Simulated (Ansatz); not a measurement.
**Stability checks on a candidate for Al4FeCo3**

The cell was found from a structure generator's guess, not taken from experiment.

The calculation used Ansatz, DFT PBE, scalar-relativistic, plane waves, PAW. Cutoff 420 eV, Γ-centred 8×8×14 mesh (8-atom cell), Gaussian smearing of 0.10 eV, no spin polarisation.

```yaml
crystal:
  lattice:
    - [5.70847, 0.00000, 0.00000]
    - [0.00000, 5.70847, 0.00000]
    - [0.00000, 0.00000, 2.85748]
  atoms:
    - { symbol: Al, position: [0.74750, 0.74750, 0.00000] }
    - { symbol: Al, position: [0.74750, 0.25250, 0.00000] }
    - { symbol: Al, position: [0.25250, 0.74750, 0.00000] }
    - { symbol: Al, position: [0.25250, 0.25250, 0.00000] }
    - { symbol: Fe, position: [0.50000, 0.50000, 0.50000] }
    - { symbol: Co, position: [0.50000, 0.00000, 0.50000] }
    - { symbol: Co, position: [0.00000, 0.50000, 0.50000] }
    - { symbol: Co, position: [0.00000, 0.00000, 0.50000] }
```

The zero of energy is the elements' standard structures at the same level; no fitted shifts are applied.

**Question.** These tests were run: energy against the elements; random kick, then relaxation without symmetry; phonons on a 1×1×4 q mesh; elastic tensor. What do they show?

**Answer.**

```json
{"test": "energy against the elements", "result": "−0.53 eV/atom"}
{"test": "random kick, then relaxation without symmetry", "result": "returns"}
{"test": "phonons on a 1×1×4 q mesh", "result": "no imaginary mode on the mesh"}
{"test": "elastic tensor", "result": "least eigenvalue 141 GPa"}
```

It fails none of these tests. Other phases of the system weren't compared here, so this isn't yet thermodynamic stability.

Trial moments died out on the coarse mesh, so the last step has no spin; another magnetic start might hold. The kick test ran on a coarse mesh. The run for the phonons used an 8×8×16 k mesh and Fermi–Dirac smearing of 0.15 eV. The run for the elastic tensor used an 8×8×16 k mesh and Fermi–Dirac smearing of 0.15 eV.
